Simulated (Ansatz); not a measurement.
In the program Ansatz at the PBE+D3(BJ) level (PAW), SiSe₂ in the orthorhombic phase (Ibam; Si on 4a, Se on 8j) relaxes to a = 5.859 Å, b = 9.484 Å, c = 5.838 Å. Si has 4 nearest neighbours from 2.30 Å (tetrahedral); Se has 2 nearest neighbours from 2.30 Å (bent). Its formation energy from the elements is -0.39 eV/atom, with no fitted shifts.

It is gapped at this level: 1.48 eV (indirect). HSE06 on the same cell gives 2.40 eV. Gap from PBE+D3(BJ) with spin–orbit coupling: 1.49 eV. Electrons at the band edge weigh 0.43, 0.56, 1.0 mₑ (principal values). The hole mass is 0.85, 1.2, 1.9 mₑ (principal values).

The bulk modulus is 12.2 GPa. Born charges are Si +2.34, Se -1.17 e. Without the LO–TO term the highest mode at Γ lies at 493 cm^-1. Bader charges are Si +2.02, Se -1.01 e.

Symmetry was held in the PBE+D3(BJ) relaxation. The references are the lowest solids computed at this level, not always the standard phases. Scalar-relativistic: spin–orbit coupling is off unless named, which matters more the heavier the elements.

Potentials: the later of the program's two PAW sets.
